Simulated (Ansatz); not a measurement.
In DFT-PBEsol in the program Ansatz with PAW potentials, C in the hexagonal phase (P6_222; C on 3c) relaxes to a = 2.592 Å, c = 2.783 Å.

The Kohn–Sham gap is 1.77 eV (indirect). The valence maximum lies at A and the conduction minimum at M (3 equivalent valleys). HSE06 on the same cell gives 2.88 eV. Electrons at the band edge weigh 0.24, 0.35, 0.41 mₑ (principal values). The hole mass is 0.50 mₑ (isotropic).

The bulk modulus is 447 GPa. The relaxed-ion elastic constants in GPa are C11 = 1200, C12 = 88.1, C13 = 70.7, C33 = 1170, C44 = 554. The elastic constants imply a Debye temperature near 2270 K. Perturbation theory gives ε∞ = 8.26 (xx = yy), 8.74 (zz). The phonon dispersion is stable (no imaginary branch). The highest mode at Γ lies at 1132 cm^-1.

The start of the workflow was typed in or built on a structure type; neither database checked (COD, Materials Project) lists it. It is not the phase usual at ambient conditions (space group No. 194, 227). Symmetry was held in the PBEsol relaxation.

Potentials: the later of the program's two PAW sets.
